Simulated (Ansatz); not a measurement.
A relaxed structure of YN. Space group Fm-3m (No. 225), rock salt type. All values below come from r2SCAN (plane waves to 500 eV, PAW, scalar-relativistic; Ansatz, a first-principles code).

```cif
data_NY
_chemical_formula_sum 'Y1 N1'
_space_group_name_H-M_alt 'P 1'
_space_group_IT_number 1
_cell_length_a 3.46176
_cell_length_b 3.46176
_cell_length_c 3.46176
_cell_angle_alpha 60.000
_cell_angle_beta 60.000
_cell_angle_gamma 60.000
loop_
_space_group_symop_operation_xyz
  'x, y, z'
loop_
_atom_site_label
_atom_site_type_symbol
_atom_site_fract_x
_atom_site_fract_y
_atom_site_fract_z
_atom_site_occupancy
Y1 Y 0.00000 0.00000 0.00000 1
N1 N 0.50000 0.50000 0.50000 1
```

| Property | Value |
|---|---|
| Volume per atom | 14.67 Å³ |
| Band gap | 0.58 eV, indirect (valence top at Γ, conduction bottom at X) (no spin-orbit coupling) |
| Smallest direct gap | 0.98 eV at X |
| Shortest distances | N–Y 2.45 Å; Y–Y 3.46 Å; N–N 3.46 Å |
| k-mesh | 12×12×12 |

Band energies at high-symmetry points (eV from the VBM; labels of this space group; no spin-orbit coupling), from −5 eV up to 3.3 eV:

| point | energies |
|---|---|
| Γ | 0.00 0.00 0.00 |
| X | -1.53 -0.40 -0.40 0.58 |
| U | -2.17 -1.60 -1.34 2.86 |
| K | -2.17 -1.60 -1.34 2.86 |
| L | -4.05 -2.28 -2.28 |
| W | -2.18 -1.53 -1.53 |

No spin polarisation in the result.

Measured for YN: a 4.877 Å (as listed in G. Soto, M.G. Moreno-Armenta, A. Reyes-Serrato, Computational Materials Science (2007)). Computed minus measured — a: r2SCAN +0.4 %. The computed values are for a static lattice.

The run could not lose the symmetry of its start; a randomly shaken copy of 4 atoms returns to this structure.
